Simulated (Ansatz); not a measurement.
MgO:
```yaml
crystal:
  lattice:
    - [3.29028, 0.00000, 0.00000]
    - [-1.64514, 2.84947, 0.00000]
    - [0.00000, 0.00000, 5.03784]
  atoms:
    - { symbol: Mg, position: [0.33333, 0.66667, 0.00494] }
    - { symbol: Mg, position: [0.66667, 0.33333, 0.50494] }
    - { symbol: O, position: [0.33333, 0.66667, 0.39966] }
    - { symbol: O, position: [0.66667, 0.33333, 0.89966] }
```

Relaxed with r²SCAN. Special points in fractions of this cell's reciprocal vectors: Γ (0.000, 0.000, 0.000); M (0.500, 0.000, 0.000); K (0.333, 0.333, 0.000); A (0.000, 0.000, 0.500); L (0.500, 0.000, 0.500); H (0.333, 0.333, 0.500).

Question: List the band energies nearest the valence-band maximum at these points for r²SCAN in the plane-wave PAW code Ansatz.

Answer: In eV from the valence-band maximum; about four levels below and three above (degenerate sets whole), none deeper than 8.9 eV; … stands for higher levels left out; points with the same levels are listed once.

```json
[
 {"k": "Γ", "below": "-0.68 -0.68 -0.37 -0.37 0.00", "above": "4.22 9.45 …"},
 {"k": "M", "below": "-1.69 -1.21 -0.78 -0.46", "above": "8.59 8.85 …"},
 {"k": "K", "below": "-1.86 -1.86 -1.28 -1.15 -1.15", "above": "9.08 9.12 …"},
 {"k": "A", "below": "-0.53 -0.53 -0.53 -0.53", "above": "6.72 6.72 …"},
 {"k": "L", "below": "-0.86 -0.86 -0.69 -0.69", "above": "8.16 8.16 …"},
 {"k": "H", "below": "-2.05 -2.05 -0.36 -0.36", "above": "9.26 9.26 …"}
]
```

Space group P6_3mc (wurtzite). The workflow started from a Materials Project entry (that database holds measured and hypothetical structures alike); the Crystallography Open Database copy checked does not list it. It is not the phase usual at ambient conditions (space group No. 225). The cell was relaxed with r²SCAN under the symmetry of its start; its stability against distortions is not shown here.

Potentials: the earlier of the program's two PAW sets.
